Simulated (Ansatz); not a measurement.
Cs:
```yaml
crystal:
  lattice:
    - [5.04149, 0.00000, 0.00000]
    - [0.00000, 5.04149, 0.00000]
    - [0.00000, 0.00000, 5.04149]
  atoms:
    - { symbol: Cs, position: [0.00000, 0.00000, 0.00000] }
```

Relaxed with PBE.

**Question.** List the phonon frequencies at the special points (DFPT on a 3×3×3 q-mesh, Fourier-interpolated; PBE (plane waves, PAW; program Ansatz)).

**Answer.** In cm⁻¹.

```json
[
 {"q": "Γ", "frequencies": "0 0 0"},
 {"q": "X", "frequencies": "14i 14i 34"},
 {"q": "M", "frequencies": "19i 35 35"},
 {"q": "R", "frequencies": "33 33 33"}
]
```

Space group Pm-3m (simple cubic). The cell is a constructed one: a structure type filled with these elements; neither database checked (COD, Materials Project) lists it. It is not the phase usual at ambient conditions (space group No. 229). The PBE relaxation kept the symmetry of its start. At this level the phase is mechanically unstable. As this level gives no gap, phonon frequencies hold no LO–TO term and depend on the k-mesh and smearing (Fermi–Dirac, 0.1 eV here). Scalar-relativistic: spin–orbit coupling is off unless named, which matters more the heavier the elements.

Potentials: the later of the program's two PAW sets.
